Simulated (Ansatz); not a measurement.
The elements of this relaxed trial crystal are hidden behind letters.

```
lattice vectors (Å)
   0.0000    2.6566    2.6566
   2.6566    0.0000    2.6566
   2.6566    2.6566    0.0000
fractional positions
X 0.0000 0.0000 0.0000
Z 0.5000 0.5000 0.5000
```

Computed with DFT PBE, scalar-relativistic, plane waves, PAW (Ansatz 0.2.0). Settings of the last relaxation (2-atom cell): 420 eV, 18×18×18 k points, Gaussian smearing of 0.10 eV, no spin polarisation.

- Space group: Fm-3m (No. 225)
- Conventional cell: a = 5.313 Å
- Volume per atom: 18.75 Å³
- Density: 2.62 g/cm³
- Formation energy: −2.29 eV/atom
- Gap on the 18×18×18 mesh of the 2-atom cell: 0 eV (a metal)

Energies are uncorrected and count from the elements' standard states at the same level.

Task: X is an s-block element of period 4 and Z is a p-block element of period 2. Which elements are they?

Result: X = Ca, Z = F, so the formula is CaF, here in the rock salt type. Density times volume gives a mean mass of 2.62 × 18.75/1.6605 = 29.6 u per atom, and this set has 29.5 u. Among the elements that the hints allow, noble gases aside, only these give it. Ca has 6 F at 2.66 Å; F has 6 Ca at 2.66 Å.

An odd number of electrons in the primitive cell allows no gap without spin; a larger cell or a magnetic state could open one. A structure relaxed within its symmetry needn't be a true minimum. Another cell of CaF relaxed alike, in P4/nmm, lies 0.60 eV/atom lower, so this cell isn't the stable form at this level.
